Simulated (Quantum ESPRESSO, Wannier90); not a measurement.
**Tight-binding from DFT: SnTe (rock salt)**

```
CELL_PARAMETERS angstrom
      0.00000     3.18581     3.18581
      3.18581     0.00000     3.18581
      3.18581     3.18581     0.00000
ATOMIC_POSITIONS crystal
  Sn 0.00000 0.00000 0.00000
  Te 0.50000 0.50000 0.50000
```

Cell from Materials Project (mp-1883), symmetrised, no further relaxation. COD (Crystallography Open Database) has an entry of this formula and space group (matched by these alone). Level: PBEsol, no spin polarisation, no spin-orbit coupling; pw.x of Quantum ESPRESSO at 66 Ry with PseudoDojo potentials, 8×8×8 k-points, Wannier90. Density: 8×8×8 mesh, cold smearing 0.01 Ry. Spin-orbit coupling is left out although heavy elements are present.

Valence charges of the files: Sn 14, Te 16. 25 bands were computed.

Isolated groups of bands, relative to the Fermi level (bands from 12 on overlap up to the last one computed):

```
bands  from (eV)  to (eV)  filling             weight on atomic waves
-----  ---------  -------  -------  ---------------------------------
1–5       -36.95   -36.94   filled                        Te 4d 100 %
6–10      -21.82   -21.79   filled                        Sn 4d 100 %
11        -12.59   -11.04   filled  Te 5s 78 %, Sn 5p 14 %, Sn 5s 7 %
```

Wanted is a model with the orbitals Sn s p, Te s p, without the filled groups that are mainly made of other shells (semicore states, and anion s where it isn't named); all higher bands stay in for disentanglement.

Give num_wann, exclude_bands and num_bands, and the number of electrons that the model holds.

Electrons: 1×14 + 1×16 = 30, or 15.0 bands' worth; no gap over 0.05 eV opens at the Fermi level at this level of theory.
num_wann = 1×4 + 1×4 = 8.
exclude_bands = 1-10, 10 bands, so num_bands = 25 − 10 = 15.
The model holds 30 − 2×10 = 10 electrons. With the window frozen to 1.50 eV it follows pw.x to 4.4 meV rms (states up to 1.0 eV relative to the Fermi level).
